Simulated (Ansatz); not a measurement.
TlPO$_{4}$:
```
CELL_PARAMETERS angstrom
      2.72041    -4.06540     0.00000
      2.72041     4.06540     0.00000
      0.00000     0.00000     7.14721
ATOMIC_POSITIONS crystal
  Tl 0.00000 0.00000 0.50000
  Tl 0.00000 0.00000 0.00000
  P  0.64681 0.35319 0.25000
  P  0.35319 0.64681 0.75000
  O  0.25721 0.74279 0.56565
  O  0.74279 0.25721 0.43435
  O  0.74279 0.25721 0.06565
  O  0.25721 0.74279 0.93435
  O  0.70076 0.76760 0.75000
  O  0.29924 0.23240 0.25000
  O  0.76760 0.70076 0.25000
  O  0.23240 0.29924 0.75000
```

Relaxed with PBEsol.

Task: Give the Bader charges and basin volumes of the independent atoms, PBEsol (plane waves, PAW; program Ansatz).

Result: 

| atom | Bader charge (e) | Bader volume (Å³) |
|---|---|---|
| Tl1 | +1.72 | 15.6 |
| P3 | +3.72 | 3.3 |
| O5 | -1.37 | 15.2 |
| O9 | -1.35 | 14.7 |

Space group Cmcm. The workflow started from a Materials Project entry (that database holds measured and hypothetical structures alike); the Crystallography Open Database files this formula in space group No. 63, but the cells were not matched. Its standing as an ambient phase is unchecked. The cell was relaxed with PBEsol under the symmetry of its start; whether a distortion lowers the energy is not shown. Scalar-relativistic: spin–orbit coupling is off unless named, which matters more the heavier the elements.

Potentials: the later of the program's two PAW sets.
